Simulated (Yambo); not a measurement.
```
CELL_PARAMETERS angstrom
      3.36536     0.00000     0.11653
      0.00000     3.44084     0.00000
     -1.36352     0.00000     5.12266
ATOMIC_POSITIONS crystal
  H  0.99764 0.25000 0.41938
  H  0.00236 0.75000 0.58062
  O  0.19522 0.75000 0.74581
  O  0.80478 0.25000 0.25419
  Na 0.68897 0.25000 0.80639
  Na 0.31103 0.75000 0.19361
```

Cell and atoms were relaxed with PBE+D3(BJ) from Materials Project entry mp-23940, within its symmetry.

**Question.** Where are the main features of Im ε from RPA with local fields on PBEsol bands (Yambo; 8×8×4 mesh, 51 bands, 3 Ry local-field block, 0.2 eV broadening; field along y)?

**Answer.** Peaks at 4.8 eV (1.3), 5.2 eV (1.3), 6.4 eV (1.4), 10.2 eV (2.2), 11.8 eV (1.5), heights in brackets. Structure narrower than a few tenths of an eV can come from the finite k mesh. Convergence of the RPA response with its 8×8×4 mesh was not tested. No excitonic effects at this level.
